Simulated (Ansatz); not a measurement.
Suppose Sr2Sb2O takes space group P-3m1 (No. 164), with Sr on 2d; Sb on 2d; O on 1a. Recipe of this trial structure of Sr2Sb2O: close-packed anion layers stacked ABC, with sites between them filled layer by layer (elements of the layers in order: Sb O Sb).

Level of theory: DFT PBE+D3(BJ), scalar-relativistic, plane waves, PAW in Ansatz 0.2.0. Cutoff 420 eV, Γ-centred mesh, Gaussian smearing, no spin polarisation.

Formation energies are uncorrected and refer to the elements' standard structures at the same level (O₂ as a molecule).

Q: Which cell and coordinates does it relax to?

A:

Space group P-3m1 (No. 164). a = 3.957 Å, b = 3.957 Å, c = 9.492 Å, α = 90.00°, β = 90.00°, γ = 120.00°
| atom | site | symmetry | x | y | z |
| --- | --- | --- | --- | --- | --- |
| Sr | 2d | 3m. | 0.3333 | 0.6667 | 0.8523 |
| Sb | 2d | 3m. | 0.6667 | 0.3333 | 0.5955 |
| O | 1a | -3m. | 0.0000 | 0.0000 | 0.0000 |

Around Sr lie 3 O at 2.68 Å and 3 Sb at 3.34 Å; Sb has 3 Sb at 2.92 Å and 3 Sr at 3.34 Å; O is surrounded by 6 Sr at 2.68 Å. Another local minimum with the same sites may exist.

Q: And its energy and gap?

A: The formation energy is −1.19 eV/atom and the gap on the 12×12×4 mesh of the 5-atom cell is 0 eV (a metal). Whether it is stable depends on the other phases of the system, which aren't compared here.

The last run used Gaussian smearing of 0.10 eV. Spin–orbit coupling, which can matter for Sb, is left out. Symmetry constrained the relaxation, so the result can be a saddle point.
